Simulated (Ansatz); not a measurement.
Crystals of one structure type (rock salt) and one family of elements, relaxed and computed with plane-wave PAW r²SCAN (Ansatz code).

```json
[
 {"crystal": "BP", "V (Å³/atom)": "10.06", "B₀ by P(V) fit (GPa)": "162"},
 {"crystal": "BAs", "V (Å³/atom)": "12.19", "B₀ by P(V) fit (GPa)": "135"},
 {"crystal": "GaP", "V (Å³/atom)": "16.76", "B₀ by P(V) fit (GPa)": "98.9"},
 {"crystal": "BiB", "V (Å³/atom)": "18.16", "B₀ by P(V) fit (GPa)": "?"},
 {"crystal": "GaAs", "V (Å³/atom)": "18.92", "B₀ by P(V) fit (GPa)": "82.1"},
 {"crystal": "InAs", "V (Å³/atom)": "22.92", "B₀ by P(V) fit (GPa)": "71.3"},
 {"crystal": "GaSb", "V (Å³/atom)": "23.62", "B₀ by P(V) fit (GPa)": "63.2"}
]
```

### Question
Fit a straight line to ln B₀ against ln V and predict the withheld value.

### Answer
Least squares on the 6 shown rows: ln B₀ = -1.07 × ln V + (7.575), with a scatter of 3 %. For BiB this gives 87.6. The run itself gave 85.8, within the scatter.

Constructed cells (a structure type filled with these elements, in neither database checked): BP, rock salt; BAs, rock salt; GaP, rock salt; BiB, rock salt; GaAs, rock salt. Typed or built starts, not in the databases checked: GaSb, rock salt. Not the usual ambient phase: BP, rock salt; BAs, rock salt; GaP, rock salt; GaAs, rock salt; InAs, rock salt; GaSb, rock salt. All cells were relaxed under the symmetry of their starts (and spin orders); stability against distortions was not tested throughout. Spin–orbit coupling is left out wherever it is not named.

Potentials: the later of the program's two PAW sets.
